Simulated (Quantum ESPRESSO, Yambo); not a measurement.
## Be2C: DFT and GW levels

```xyz
3
Lattice="0.0000 2.1354 2.1354 2.1354 0.0000 2.1354 2.1354 2.1354 0.0000" Properties=species:S:1:pos:R:3 pbc="T T T"
Be     3.2031     3.2031     3.2031
Be     1.0677     1.0677     1.0677
C      0.0000     0.0000     0.0000
```

Cell and atoms were relaxed with LDA from Materials Project entry mp-1569, within its symmetry.

Starting point: LDA (pw.x of Quantum ESPRESSO, ONCV potentials, no spin-orbit coupling). G0W0 in Yambo: 6×6×6 Γ-centred k mesh, bands 3 to 76 and a 14 Ry block in the screening, 76 bands in G with the Bruneval-Gonze terminator, plasmon pole fitted at 27.2 eV.

| Item | Result |
|---|---|
| LDA gap along the band path | 1.21 eV |
| LDA gap between the mesh's edge points (Γ → X) | 1.21 eV |
| G0W0 gap between the same points | 2.12 eV |
| LDA smallest direct gap on the mesh (at Γ) | 4.13 eV |
| G0W0 direct gap at that point | 5.58 eV |

| k point | band | E LDA (eV) | E QP (eV) | shift (eV) | Z |
|---|---|---|---|---|---|
| Γ | VB | 0.00 | -0.56 | -0.56 | 0.81 |
| Γ | CB | 4.13 | 5.03 | 0.90 | 0.83 |
| L | VB | -1.91 | -2.53 | -0.62 | 0.80 |
| L | CB | 5.03 | 5.88 | 0.84 | 0.83 |
| X | VB | -4.92 | -5.66 | -0.74 | 0.79 |
| X | CB | 1.21 | 1.56 | 0.35 | 0.83 |

Energies count from the LDA valence-band maximum.

Nearest settings tried, and what they do to the gap: 48 bands in G: +10 meV; 48 bands in W, 48 bands in G: -12 meV; 11 Ry block (89 vectors against 137): -40 meV; 4×4×4 mesh: -28 meV. So the settings aren't converged at that level.
